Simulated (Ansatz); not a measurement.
**Wurtzite alloy of AlN and BN (9 of 48 Al sites exchanged), 96 atoms**

Ansatz, PAW, plane waves. PBEsol relaxation of cell lengths and atoms (angles held) at the single k point (½, ½, ½); single points on the relaxed atoms at the Γ point alone, onto which points of the small cell's zone fold. Arrangement: quasirandom. No spin–orbit coupling unless named.

Relaxed structure:

```yaml
crystal:
  lattice:
    - [8.99430, 0.00000, 0.00000]
    - [0.00000, 10.47783, 0.00000]
    - [0.00000, 0.00000, 9.68262]
  atoms:
    - { symbol: Al, position: [0.16837, 0.08123, 0.25150] }
    - { symbol: Al, position: [0.16987, 0.08276, 0.74946] }
    - { symbol: Al, position: [0.00049, 0.34180, 0.24403] }
    - { symbol: Al, position: [0.00946, 0.34285, 0.75403] }
    - { symbol: Al, position: [0.49839, 0.08668, 0.24912] }
    - { symbol: Al, position: [0.49511, 0.08553, 0.75099] }
    - { symbol: Al, position: [0.33535, 0.33937, 0.24282] }
    - { symbol: Al, position: [0.16897, 0.58329, 0.75874] }
    - { symbol: Al, position: [0.00400, 0.82322, 0.24309] }
    - { symbol: Al, position: [0.00177, 0.81830, 0.75453] }
    - { symbol: Al, position: [0.83354, 0.08743, 0.24931] }
    - { symbol: Al, position: [0.83328, 0.08407, 0.75230] }
    - { symbol: Al, position: [0.66203, 0.33907, 0.74970] }
    - { symbol: Al, position: [0.50151, 0.58120, 0.24736] }
    - { symbol: Al, position: [0.49492, 0.58619, 0.74763] }
    - { symbol: Al, position: [0.33139, 0.82556, 0.24139] }
    - { symbol: Al, position: [0.83085, 0.58061, 0.24631] }
    - { symbol: Al, position: [0.66521, 0.82871, 0.25580] }
    - { symbol: Al, position: [0.66530, 0.82510, 0.74255] }
    - { symbol: Al, position: [0.99891, 0.17035, 0.50055] }
    - { symbol: Al, position: [0.00674, 0.17278, 0.00098] }
    - { symbol: Al, position: [0.33454, 0.17322, 0.50587] }
    - { symbol: Al, position: [0.32718, 0.17460, 0.99297] }
    - { symbol: Al, position: [0.17106, 0.42161, 0.49549] }
    - { symbol: Al, position: [0.99714, 0.66076, 0.49417] }
    - { symbol: Al, position: [0.66666, 0.16845, 0.49402] }
    - { symbol: Al, position: [0.66595, 0.17278, 0.00559] }
    - { symbol: Al, position: [0.50128, 0.41934, 0.49880] }
    - { symbol: Al, position: [0.49273, 0.42124, 0.99860] }
    - { symbol: Al, position: [0.33400, 0.66721, 0.49490] }
    - { symbol: Al, position: [0.17089, 0.91182, 0.50503] }
    - { symbol: Al, position: [0.16853, 0.90394, 0.99335] }
    - { symbol: Al, position: [0.82771, 0.42437, 0.49842] }
    - { symbol: Al, position: [0.83761, 0.42380, 0.99862] }
    - { symbol: Al, position: [0.66772, 0.66598, 0.99097] }
    - { symbol: Al, position: [0.49591, 0.90830, 0.50606] }
    - { symbol: Al, position: [0.49515, 0.91014, 0.99183] }
    - { symbol: Al, position: [0.83502, 0.90997, 0.50052] }
    - { symbol: Al, position: [0.83607, 0.90993, 0.00010] }
    - { symbol: B, position: [0.32760, 0.34187, 0.75339] }
    - { symbol: B, position: [0.16809, 0.58104, 0.22685] }
    - { symbol: B, position: [0.66642, 0.33539, 0.25131] }
    - { symbol: B, position: [0.33025, 0.82408, 0.75559] }
    - { symbol: B, position: [0.83999, 0.58156, 0.74688] }
    - { symbol: B, position: [0.16772, 0.42970, 0.00045] }
    - { symbol: B, position: [0.00984, 0.65871, 0.99994] }
    - { symbol: B, position: [0.32482, 0.65992, 0.99884] }
    - { symbol: B, position: [0.67199, 0.66241, 0.50369] }
    - { symbol: N, position: [0.00380, 0.17176, 0.19312] }
    - { symbol: N, position: [0.00021, 0.17286, 0.69430] }
    - { symbol: N, position: [0.33046, 0.17177, 0.18646] }
    - { symbol: N, position: [0.33170, 0.19093, 0.70198] }
    - { symbol: N, position: [0.17065, 0.43597, 0.17056] }
    - { symbol: N, position: [0.18902, 0.41619, 0.69138] }
    - { symbol: N, position: [0.01445, 0.65018, 0.17074] }
    - { symbol: N, position: [0.98678, 0.64902, 0.68950] }
    - { symbol: N, position: [0.66599, 0.18737, 0.20036] }
    - { symbol: N, position: [0.66607, 0.17010, 0.68800] }
    - { symbol: N, position: [0.51982, 0.40958, 0.19441] }
    - { symbol: N, position: [0.47779, 0.41216, 0.69683] }
    - { symbol: N, position: [0.31716, 0.65507, 0.17035] }
    - { symbol: N, position: [0.32795, 0.68396, 0.69091] }
    - { symbol: N, position: [0.16712, 0.91505, 0.18539] }
    - { symbol: N, position: [0.18392, 0.90345, 0.70294] }
    - { symbol: N, position: [0.81358, 0.40958, 0.19466] }
    - { symbol: N, position: [0.83413, 0.43484, 0.69663] }
    - { symbol: N, position: [0.66707, 0.66696, 0.18204] }
    - { symbol: N, position: [0.68421, 0.65254, 0.68070] }
    - { symbol: N, position: [0.50039, 0.91618, 0.18736] }
    - { symbol: N, position: [0.47657, 0.90625, 0.70215] }
    - { symbol: N, position: [0.83300, 0.91551, 0.19385] }
    - { symbol: N, position: [0.83852, 0.91464, 0.69404] }
    - { symbol: N, position: [0.16846, 0.08176, 0.44769] }
    - { symbol: N, position: [0.16570, 0.07556, 0.94004] }
    - { symbol: N, position: [0.99922, 0.33981, 0.43954] }
    - { symbol: N, position: [0.02280, 0.34938, 0.95019] }
    - { symbol: N, position: [0.49827, 0.07773, 0.44484] }
    - { symbol: N, position: [0.49818, 0.08441, 0.94327] }
    - { symbol: N, position: [0.33481, 0.33619, 0.43319] }
    - { symbol: N, position: [0.31231, 0.34887, 0.93000] }
    - { symbol: N, position: [0.16801, 0.58296, 0.40604] }
    - { symbol: N, position: [0.16648, 0.58224, 0.95212] }
    - { symbol: N, position: [0.00390, 0.82808, 0.43842] }
    - { symbol: N, position: [0.00187, 0.80435, 0.94927] }
    - { symbol: N, position: [0.83370, 0.07874, 0.44169] }
    - { symbol: N, position: [0.83588, 0.08396, 0.94615] }
    - { symbol: N, position: [0.66641, 0.33467, 0.42252] }
    - { symbol: N, position: [0.66626, 0.33925, 0.93888] }
    - { symbol: N, position: [0.51927, 0.59250, 0.44800] }
    - { symbol: N, position: [0.47704, 0.59225, 0.94411] }
    - { symbol: N, position: [0.33307, 0.83013, 0.43169] }
    - { symbol: N, position: [0.33052, 0.80711, 0.92895] }
    - { symbol: N, position: [0.81359, 0.59366, 0.43963] }
    - { symbol: N, position: [0.85139, 0.59022, 0.92422] }
    - { symbol: N, position: [0.66584, 0.81134, 0.45489] }
    - { symbol: N, position: [0.66725, 0.83200, 0.93359] }
```

(1) What are the mean bond lengths by pair (pairs within 1.2 times the sum of covalent radii, less contacts 15 % beyond the pair's median; cation–cation pairs of compounds aside; long ionic contacts are cut short by that bound)?

(2) What gap lies between the top filled and the lowest empty level in the single points?

## Answers

(1) Al–N 1.882 ± 0.032 Å (standard deviation, 156 bonds); B–N 1.656 ± 0.043 Å (standard deviation, 36 bonds).

(2) HSE06 5.74 eV (17 s on NVIDIA GB300).
